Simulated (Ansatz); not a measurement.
Space group P2_1/m (No. 11). a = 6.591 Å, b = 3.792 Å, c = 10.717 Å, α = 90.00°, β = 98.13°, γ = 90.00°
```
atom site symmetry x y z
  Ti    2e m  0.5510  0.7500  0.8985
  Ti    2e m  0.6934  0.7500  0.5654
  Ti    2e m  0.2536  0.7500  0.6552
  Pb    2e m  0.0034  0.7500  0.1506
   O    2e m  0.4747  0.7500  0.0736
   O    2e m  0.7455  0.7500  0.3832
   O    2e m  0.3566  0.7500  0.4787
   O    2e m  0.8323  0.7500  0.9430
   O    2e m  0.9549  0.7500  0.6301
   O    2e m  0.5652  0.7500  0.7142
   O    2e m  0.2502  0.7500  0.8243
```

Equation of state of this Ti₃PbO₇ structure (not necessarily the ground state), with shape and atoms relaxed at each volume where symmetry leaves them free. These are results of DFT PBEsol, scalar-relativistic, plane waves, PAW (Ansatz), not measurements.

Plane waves to 420 eV, a k mesh through Γ of 4×8×4 on the computed 22-atom cell and Gaussian smearing (0.02 eV); no spin polarisation.

| V (Å³/atom) | E − E(largest V) (meV/atom) | P (GPa) | gap on mesh (eV) |
| --- | --- | --- | --- |
| 10.607 | 50.44 | 22.59 | 1.88 |
| 10.968 | 7.27 | 15.82 | 1.93 |
| 11.330 | -21.54 | 9.85 | 1.95 |
| 11.692 | -37.69 | 4.60 | 1.98 |
| 12.053 | -42.73 | 0.00 | 2.01 |
| 12.415 | -38.18 | -3.94 | 2.05 |
| 12.776 | -25.54 | -7.15 | 2.10 |
| 13.258 | 0.00 | -9.32 | 2.23 |

Q: Fit a third-order Birch–Murnaghan equation to E(V).

A: V0 = 12.06 Å³/atom, B0 = 136 GPa, B0' = 4.4.

Spin-orbit coupling is left out, which matters for the bands of heavy elements.

The gaps are read on the mesh, which can miss the band edges, so they can be too wide.

Cost: 8 runs of about 90 core-minutes in all, on Intel Xeon 6975P-C (Granite Rapids) (shared hosts).